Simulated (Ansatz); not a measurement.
An Ansatz input:

```yaml
crystal:
  lattice:
    - [0.0, 1.5036479928, 1.5036479928]
    - [1.5036479928, 0.0, 1.5036479928]
    - [1.5036479928, 1.5036479928, 0.0]
  atoms:
    - { symbol: B, position: [0.0, 0.0, 0.0] }
hamiltonian:
  xc: blyp
  pseudopotentials:
    kind: paw
    azcp:
      B: "pseudopotentials/B.paw.azcp"
basis:
  ecutwfc: 420
  fft_grid_basis: typed
kpoints:
  mp_grid: { grid: [21, 21, 21], shift: [0, 0, 0] }
magnetization:
  spin_polarized: false
scf:
  occupations: { method: fermi_dirac, width: 0.1 }
  lower_state_search: "off"
output:
  stress: true
```

and its output:

```
Engine: ansatz 0.2.0, x86_64-unknown-linux-gnu
Pseudopotentials: kind: paw
Pseudopotential: B, paw, valence charge 3, recommended cutoff 420 eV (normal) 
Functional definition: BLYP
  parameter beta = 0.0042
  parameter a = 0.04918
  parameter b = 0.132
  parameter c = 0.2533
  parameter d = 0.349
  exchange = b88_x(beta = beta)
  correlation = lyp_c(a = a, b = b, c = c, d = d)
Crystal: 1 atoms, lattice volume = 6.799 Å³
Basis set: ecut = 420 eV, 137 PW (Γ), exchange–correlation on 30×30×30 points (8 copies of the dense FFT grid, shifted against one another)
Bands: 6, of which v1, the nominal top of the filled ones, is band 2 counted from 1 (1 counted from 0)
Symmetry: 48 space group operations
Space group: Fm-3m (ITA 225), of the structure as read, at distance tolerance 1.9e-5 Å
k-points: 286 of 9261
Non-local potential: B, projectors of the file, l = 0: 2, l = 1: 2, l = 2: 1
PAW form: soft (Blöchl's): semilocal exchange-correlation on the pseudo side does not see the compensation charge
PAW frozen core: B, regenerated for the run's functional, and the local potential with it (the file was generated under x = pbe(κ = 0.804, μ = 0.2195149727645171), c = pbe(β = 0.06672455060314922))
PAW one-centre angular grid: B, 110 points (default); XC on 64 Gauss nodes
Initial density: superposition of atomic densities (neutral atoms: chi_scale 0, normalization atom), corrected by the library's trained network
Initial wavefunctions: pseudopotential atomic-orbital guess
Functional: x = b88, c = lyp
SCF iter   1: F=—  HF=-154.555187 eV  |F-HF|=—  |Δ(HF+E_count)|=         —  Δρ=1.14e-2  dr2=5.86e-3  ethr=1.77e-3  ⟨swp⟩=4.6  Hψ=12846  notcnv=0
SCF iter   2: F=—  HF=-154.554128 eV  |F-HF|=—  |Δ(HF+E_count)|=   1.06e-3  Δρ=5.22e-3  dr2=1.23e-3  ethr=1.95e-4  ⟨swp⟩=1.0  Hψ=4004  notcnv=0
SCF iter   3: F=—  HF=-154.553933 eV  |F-HF|=—  |Δ(HF+E_count)|=   1.95e-4  Δρ=2.47e-4  dr2=2.28e-6  ethr=4.10e-5  ⟨swp⟩=1.4  Hψ=1767  notcnv=0
SCF iter   4: F=—  HF=-154.553934 eV  |F-HF|=—  |Δ(HF+E_count)|=   8.31e-7  Δρ=1.40e-5  dr2=6.95e-9  ethr=7.60e-8  ⟨swp⟩=2.1  Hψ=2012  notcnv=0
iter 5 did not close the SCF: its close was put off for the readings that it lacked (scf_convergence_deferred on its scf_iter line)
SCF iter   5: F=-154.553934 eV  HF=-154.553934 eV  |F-HF|=4.05e-11  |Δ(HF+E_count)|=   3.03e-9  Δρ=1.20e-6  dr2=1.73e-11  ethr=2.32e-10  ⟨swp⟩=2.0  Hψ=2026  notcnv=0
SCF iter   6: F=-154.553934 eV  HF=-154.553934 eV  |F-HF|=2.27e-13  |Δ(HF+E_count)|=  4.20e-11  Δρ=6.73e-8  dr2=6.19e-14  ethr=1.00e-12  ⟨swp⟩=1.0  Hψ=4520  notcnv=0
SCF 1 converged in 6 iterations: F = -154.553934 eV  dr2 = 6.19e-14
SCF converged after 6 iterations
Free energy (F): -154.553934 eV
Harris-Foulkes:  -154.553934 eV  (|F-HF|=2.27e-13)
Internal energy: -154.546314 eV  (E = F + TS)
E sigma→0 (E₀):  -154.550124 eV
Entropy (-TS):   -0.007620 eV (-7.620 meV/atom)
Fermi energy:    12.666291 eV
--- Per-component energies (eV) ---
  E_band       = 16.185073
  E_kinetic    = 45.643807
  E_local      = -3.995918  (includes V_loc(G=0)·N_el)
  E_nonlocal   = 12.017677
  E_hartree    = 0.436538
  E_xc         = -30.117662
  E_vxc        = -35.628835  (∫ρ·V_xc dr)
  E_paw        = -79.741191  (= ΣΔE_a)
  E_vpaw       = -2.724731  (= ΣTr[D̂ρ^β])
  E_aug_tail   = -0.000003  (compensation charges beyond the density's cutoff)
  E_ewald      = -98.790325
  E_core_change = 0.000764  (= ΣΔE_core)
  E_smearing   = -0.007620  (= −TS)
  E_closure    = 0.000000  (closes the sum)
  Σ components = -154.553934   (vs F -154.553934, Δ=0.00e0)
--- Stress (GPa, compression-positive) ---
      -21.441801       0.000000      -0.000000
        0.000000     -21.441801       0.000000
       -0.000000       0.000000     -21.441801
  P = ⅓ Tr σ = -21.4418 GPa (-214.418 kbar)
```
